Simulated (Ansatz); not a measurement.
# Relaxing a structure of AgO

The start is a randomly generated symmetric cell of AgO (space group No. 216). A full variable-cell relaxation at zero pressure is run with PBE (plane waves to 420 eV, PAW, scalar-relativistic; Ansatz, an electronic-structure program). The first steps use a coarse 5×5×5 k-mesh.

Starting cell:
```
CELL_PARAMETERS angstrom
      0.00000     3.89061     3.89061
      3.89061     0.00000     3.89061
      3.89061     3.89061     0.00000
ATOMIC_POSITIONS crystal
  Ag 0.50000 0.50000 0.50000
  Ag 0.75000 0.75000 0.75000
  Ag 0.00000 0.00000 0.00000
  Ag 0.25000 0.25000 0.25000
  O  0.37661 0.37661 0.37661
  O  0.37661 0.37661 0.87016
  O  0.37661 0.87016 0.37661
  O  0.87016 0.37661 0.37661
```

```json
{
  "initial_pressure": "+70.2 GPa (positive: the cell is compressed)",
  "largest_initial_force": "2.33 eV/Å, on O5, O6, O7, O8 (atoms numbered as listed)",
  "outcome": "The space group goes from F-43m (No. 216) to Fd-3m (No. 227), with 8 atoms in the primitive cell",
  "volume_change": "+58.2 %, from 14.72 to 23.29 Å³/atom",
  "Shortest distances (start → end)": "The closest pairs of elements (up to four, under 3.6 Å), start → end: Ag–O 1.66 → 1.96 Å; O–O 2.72 → 3.21 Å; Ag–Ag 3.37 → 3.93 Å",
  "band_gap_at_the_end": "0.56 eV, indirect (valence top at Γ, conduction bottom at X) (no spin-orbit coupling)",
  "optimiser_moves": "11"
}
```

Final structure:

Space group Fd-3m, origin choice 1 (No. 227); a = b = c = 9.066 Å, α = β = γ = 90.00°

```json
[
 {"atom": "Ag", "site": "8b", "symmetry": "-43m", "x": "0.5000", "y": "0.5000", "z": "0.5000"},
 {"atom": "Ag", "site": "8a", "symmetry": "-43m", "x": "0.0000", "y": "0.0000", "z": "0.0000"},
 {"atom": "O", "site": "16d", "symmetry": ".-3m", "x": "0.6250", "y": "0.6250", "z": "0.6250"}
]
```
(The calculation used a cell of 8 atoms; values per cell refer to that cell.)

Final values are on a 7×7×7 k-mesh of the relaxed cell. No spin polarisation in the result.

The run could not lose the symmetry of its start: the end is stationary, and may be a saddle point rather than a minimum.

The relaxed structure here is a generated cell of AgO: the first start was made by a random draw of sites in a space group, and the end was not matched to a known phase here, so it may be hypothetical.
